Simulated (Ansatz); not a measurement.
## Property card for Li$_{2}$MoO$_{3}$

Li2MoO3:
```xyz
12
Lattice="1.6730 -0.0528 4.9416 2.2445 4.3971 0.0000 -4.9345 0.0000 0.0000" Properties=species:S:1:pos:R:3 pbc="T T T"
Li     2.7728     3.4969     4.8769
Li    -3.7898     0.8473     0.0647
Li    -1.3450     2.1986     0.0000
Li     1.9587     2.1721     2.4708
Mo    -0.4039     3.7610     2.4541
Mo    -0.6131     0.5833     2.4875
O      1.2264     0.5898     3.5919
O     -2.2434     3.7545     1.3498
O     -1.2507     2.1305     3.5743
O      0.2337     2.2137     1.3673
O     -2.1125     0.7626     1.1519
O      1.0955     3.5817     3.7898
```

Space group P-1 (No. 2); conventional cell a = 4.934 Å, b = 4.937 Å, c = 5.217 Å, α = 82.14°, β = 71.30°, γ = 62.96°.

Method: DFT-r²SCAN in the program Ansatz with PAW potentials. Structure relaxed to zero pressure with the same functional. Other levels are named where they apply.

Cell and energy:

- Volume per atom = 8.94 Å³
- Density = 4.89 g/cm³
- Formation energy from the elements (no fitted shifts) = -2.16 eV/atom

Electronic structure:

- Band gap = 0.21 eV (indirect)
- Valence-band maximum = at T2 (k = 0.000, 0.500, 0.500 in fractions of the reciprocal vectors)
- Conduction-band minimum = at U2 (k = 0.500, 0.000, 0.500 in fractions of the reciprocal vectors)
- Smallest direct gap on the standard path = 0.36 eV
- Electron effective mass = 1.5, 3.4, 9.7 mₑ (principal values)
- Electron effective mass with spin–orbit coupling = 1.5, 3.4, 9.7 mₑ (principal values)
- Hole effective mass with spin–orbit coupling = 1.1, 2.8, 30 mₑ (principal values)
- HSE06 gap on the r²SCAN cell = 1.11 eV
- Gap with spin–orbit coupling = 0.21 eV

Mechanics:

* **Bulk modulus (Birch–Murnaghan fit)**: 123 GPa
* **Pressure derivative B′**: 5.2

Charges:

* **Bader charges**: Li +0.89 to +0.90, Mo +2.11, O -1.34 to -1.26 e

The first step of the workflow began from a Materials Project structure, measured or hypothetical; the Crystallography Open Database copy checked does not list it. Entries of such low symmetry are often ordered models of mixed-site phases. Whether it is the stable phase at ambient conditions was not checked. The r²SCAN relaxation kept the symmetry of its start; whether a distortion lowers the energy is not shown. No spin polarisation was allowed. No Hubbard U is applied. The references are the lowest solids computed at this level, not always the standard phases (solids in place of the gases). Spin–orbit coupling is left out wherever it is not named.

Potentials: the later of the program's two PAW sets.
